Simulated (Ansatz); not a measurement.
Relaxed-ion elastic tensor of Ta$_{2}$O$_{5}$ in space group Pmmm (No. 47; Pearson symbol oP7) in GPa (Voigt order), LDA in the plane-wave PAW code Ansatz; density 8.23 g/cm³, 12.73 Å³ per atom.

|  | 1 | 2 | 3 | 4 | 5 | 6 |
|---|---|---|---|---|---|---|
| 1 | 711 | 54.1 | 139 | 0.0 | 0.0 | 0.0 |
| 2 | 54.1 | 836 | 30.2 | 0.0 | 0.0 | 0.0 |
| 3 | 139 | 30.2 | 320 | 0.0 | 0.0 | 0.0 |
| 4 | 0.0 | 0.0 | 0.0 | 43.6 | 0.0 | 0.0 |
| 5 | 0.0 | 0.0 | 0.0 | 0.0 | 47.1 | 0.0 |
| 6 | 0.0 | 0.0 | 0.0 | 0.0 | 0.0 | 78.1 |

Q: Is the crystal mechanically stable?

A: Yes: the smallest eigenvalue of C is 43.6 GPa.

Q: Work out the Voigt, Reuss and Hill averages.

A: K_V = 257, K_R = 221, K_H = 239; G_V = 143, G_R = 75.4, G_H = 109 GPa.

Q: Give Young's modulus, Poisson's ratio, Pugh's ratio and the universal anisotropy index.

A: E = 9KG/(3K + G) = 285 GPa; ν = 0.30; K/G = 2.18 (ductile by the Pugh limit of 1.75); A_U = 5G_V/G_R + K_V/K_R − 6 = 4.66.

Q: Estimate the sound speeds and the Debye temperature.

A: v_l = √((K + 4G/3)/ρ) = 6830 m/s, v_t = √(G/ρ) = 3640 m/s, mean 4070 m/s; Θ = (h/k)(3n/4πV)^(1/3) v_m = 519 K.

Q: Solve the Christoffel equation for the three sound speeds along x, y, z.

A: Eigenvalues of C_ijkl n_j n_l equal ρv². In km/s, slowest first: x 2.39, 3.08, 9.29; y 2.30, 3.08, 10.07; z 2.30, 2.39, 6.23.

Q: How much does each axis shrink under pressure?

A: Linear compressibilities β_i = Σ_j S_ij (j = 1 to 3): x 0.80, y 1.0, z 2.7 per TPa.

The workflow started from an entry of the Crystallography Open Database (COD); the relaxed space group is not among those it files for this formula. COD files the formula under space group No. 49, so this cell is another polymorph or a model. Its standing as an ambient phase is unchecked. The cell was relaxed with LDA under the symmetry of its start. At this level the phase is dynamically unstable (imaginary phonons). The run is not spin-polarised. Spin–orbit coupling is left out wherever it is not named.

Potentials: the later of the program's two PAW sets.
